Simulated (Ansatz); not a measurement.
# YCl: strain and displacement

```yaml
crystal:
  lattice:
    - [1.87615, 1.08320, 9.17500]
    - [-1.87615, 1.08320, 9.17500]
    - [0.00000, -2.16639, 9.17500]
  atoms:
    - { symbol: Y, position: [0.21683, 0.21683, 0.21683] }
    - { symbol: Y, position: [0.78317, 0.78317, 0.78317] }
    - { symbol: Cl, position: [0.38830, 0.38830, 0.38830] }
    - { symbol: Cl, position: [0.61170, 0.61170, 0.61170] }
```

Atoms are numbered in the order listed.

The conventional cell has a = 3.752 Å, b = 3.752 Å, c = 27.525 Å, α = 90.00°, β = 90.00°, γ = 120.00°. Around Y (atom 1) lie 3 Cl at 2.75 Å. Cl (atom 3) has 3 Y at 2.75 Å as nearest neighbours.

The cell is COD entry 4344519, as deposited and not checked against the literature; nothing was relaxed.

All numbers below come from DFT, PBEsol, all-electron LAPW, scalar-relativistic in Ansatz 0.2.0.

The runs use a Γ-centred 8×8×8 k mesh, Fermi–Dirac smearing of 0.02 eV, basis error target 1 meV/atom, no spin polarisation.

The unchanged cell is at -0.68 GPa.

In a metal, stresses and small energies carry noise from the k mesh.

x, y and z are the Cartesian axes of the cell as listed; fractional coordinates follow a strain, and an engineering shear is twice the off-diagonal strain component.

(1) One change gave: energy change under 1 meV/atom; stress change (xx, yy, zz, yz, xz, xy) -0.42, 0.38, -0.08, 0.35, -0.07, 0.04 GPa, compression positive; change of the force on Cl3 (0.014, -0.048, 0.009) eV/Å. Which change was it?
A. equal xy, yz and zx engineering shear strains of -2 %
B. equal xy, yz and zx engineering shear strains of -1 %
C. equal xy, yz and zx engineering shear strains of +2 %
D. equal xy, yz and zx engineering shear strains of +1 %

## Answers

(1) A. For equal xy, yz and zx engineering shear strains of -1 %: energy change under 1 meV/atom; stress change (xx, yy, zz, yz, xz, xy) -0.21, 0.20, -0.02, 0.17, -0.04, 0.01 GPa, compression positive; change of the force on Cl3 (0.007, -0.023, 0.003) eV/Å. For equal xy, yz and zx engineering shear strains of +1 %: energy change under 1 meV/atom; stress change (xx, yy, zz, yz, xz, xy) 0.20, -0.21, -0.02, -0.18, 0.02, -0.02 GPa, compression positive; change of the force on Cl3 (-0.004, 0.023, 0.002) eV/Å. For equal xy, yz and zx engineering shear strains of +2 %: energy change under 1 meV/atom; stress change (xx, yy, zz, yz, xz, xy) 0.38, -0.41, -0.08, -0.38, -0.01, -0.07 GPa, compression positive; change of the force on Cl3 (-0.003, 0.046, 0.008) eV/Å.
